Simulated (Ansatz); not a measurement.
SiSe$_{2}$:
```
SiSe2
1.0
    5.75609     0.00000     0.00000
    0.00000     6.28640     0.00000
    0.00000     0.00000     3.54161
Si Se
2 4
Cartesian
  0.00000   0.00000   0.00000
  2.87804   3.14320   1.77081
  1.50022   2.22481   0.00000
  4.37826   0.91839   1.77081
  1.37782   5.36801   1.77081
  4.25586   4.06159   0.00000
```

Relaxed with PBE. Special points in fractions of this cell's reciprocal vectors: Γ (0.000, 0.000, 0.000); X (0.500, 0.000, 0.000); S (0.500, 0.500, 0.000); Y (0.000, 0.500, 0.000); Z (0.000, 0.000, 0.500); U (0.500, 0.000, 0.500); R (0.500, 0.500, 0.500); T (0.000, 0.500, 0.500).

Task: List the band energies nearest the Fermi level at these points for the program Ansatz at the PBE level (PAW).

Result: In eV from the Fermi level; about four levels below and three above (degenerate sets whole), none deeper than 8.9 eV; points with the same levels are listed once.

```tsv
k	below	above
Γ	-1.24 -1.21 -1.17 -0.32	0.01 0.14 1.01
X	-0.30 -0.30 -0.03 -0.03	2.69 2.69 3.51 3.51
S	-1.43 -1.43 -1.37 -1.37	0.53 0.53 3.14 3.14
Y	-1.43 -1.43 -1.01 -1.01	1.21 1.21 3.13 3.13
Z	-2.12 -2.12 -1.53 -1.53	0.23 0.23 3.82 3.82
U	-1.57 -1.57 -0.89 -0.89	1.69 1.69 1.99 1.99
R	-1.87 -1.87 -0.82 -0.82	0.37 0.37 3.02 3.02
T	-1.91 -1.91 -1.35 -1.35	0.98 0.98 1.61 1.61
```

Space group Pnnm. The cell is a constructed one: a structure type filled with these elements; neither database checked (COD, Materials Project) lists it. COD files the formula under space group No. 72, so this cell is another polymorph or a model. Its standing as an ambient phase is unchecked. The PBE relaxation kept the symmetry of its start; whether a distortion lowers the energy is not shown. A small band overlap can be real or an error of a semilocal functional. Spin–orbit coupling is left out wherever it is not named.

Potentials: the later of the program's two PAW sets.
